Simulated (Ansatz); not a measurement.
**Zincblende alloy of GaAs and InP (14 of 32 As sites, 14 of 32 Ga sites exchanged), 64 atoms**

Ansatz, PAW, plane waves. PBEsol relaxation of volume and atoms (shape held) at the single k point (½, ½, ½); single points on the relaxed atoms at the Γ point alone, onto which points of the small cell's zone fold. Arrangement: quasirandom. No spin–orbit coupling unless named.

Relaxed structure:

```xyz
64
Lattice="11.5181 0.0000 0.0000 0.0000 11.5181 0.0000 0.0000 0.0000 11.5181" Properties=species:S:1:pos:R:3 pbc="T T T"
Ga   11.4502   11.4371   11.4757
Ga   11.5039   11.5113    5.7768
Ga    5.7543    0.0298    5.8188
Ga    5.7450    5.7777    0.0363
Ga    5.7299    5.7984    5.7295
Ga    3.0119    2.8840    5.7240
Ga    2.9824    8.6353    5.7326
Ga    8.6135    2.8828   11.5137
Ga    8.5969    2.8370    5.8272
Ga    8.6393    8.7031   11.4790
Ga    8.5487    8.6233    5.7821
Ga    2.9711    5.8119    2.9047
Ga    8.5706   11.5163    8.6124
Ga    8.5732    5.7638    2.8834
Ga   11.5110    2.8616    2.9077
Ga   11.5165    8.7474    8.6502
Ga    5.8076    2.8660    8.5141
Ga    5.7107    8.5731    2.9290
In   11.5102    5.8042    0.0841
In   11.5169    5.7222    5.7380
In    5.8176   11.4336   11.4836
In    2.9106    2.9297    0.0481
In    2.8904    8.6087    0.0221
In    2.9386    0.0001    2.9504
In    2.8450   11.4401    8.5696
In    3.0239    5.7551    8.5777
In    8.6944   11.4689    2.8729
In    8.5793    5.7652    8.5738
In   11.4375    2.8245    8.5870
In   11.5090    8.6335    2.8390
In    5.7199    2.9648    2.9370
In    5.8090    8.6295    8.5949
As    1.2965    1.3794    1.4296
As    1.4665    1.4659    7.0250
As    1.4819    7.3588    7.2064
As    7.2306    1.5101    1.4166
As    7.1985    7.2295    1.4243
As    9.9857    4.2577    1.5334
As   10.0278   10.0992    7.1880
As    4.3891    1.4775    9.9643
As   10.1278    1.4912    4.4191
As    9.9626    1.3474   10.1279
As    9.9135    7.2170    4.3039
As   10.0722    7.3362   10.0506
As    1.5947    4.2497    4.2228
As    1.4176    4.3474   10.0247
As    1.4382   10.0489    4.4606
As    7.2566    4.3975    4.4334
As    7.1017    4.2614   10.1234
As    7.0979   10.0314    4.3886
P     1.5495    7.1264    1.5645
P     7.1981    1.4072    7.1969
P     7.1493    7.1818    7.0393
P     4.3299    4.5099    1.4736
P     4.4537    4.2624    7.0747
P     4.4049    9.9950    1.5276
P     4.3563   10.0576    7.0668
P     9.9723    4.2352    7.1262
P    10.0837   10.0420    1.2851
P     4.3858    1.4421    4.4674
P     4.3189    7.1811    4.3356
P     4.4408    7.1531   10.1379
P     1.3303   10.0756   10.1015
P     7.3374   10.0523   10.0196
```

(1) What are the mean bond lengths by pair (pairs within 1.2 times the sum of covalent radii, less contacts 15 % beyond the pair's median; cation–cation pairs of compounds aside; long ionic contacts are cut short by that bound)?

(2) What gap lies between the top filled and the lowest empty level in the single points?

## Answers

(1) As–Ga 2.470 ± 0.022 Å (standard deviation, 43 bonds); As–In 2.603 ± 0.022 Å (standard deviation, 29 bonds); Ga–P 2.389 ± 0.023 Å (standard deviation, 29 bonds); In–P 2.538 ± 0.016 Å (standard deviation, 27 bonds).

(2) HSE06 1.27 eV (46 s on NVIDIA GB300); r²SCAN 0.84 eV (6.3 s on NVIDIA GB300).
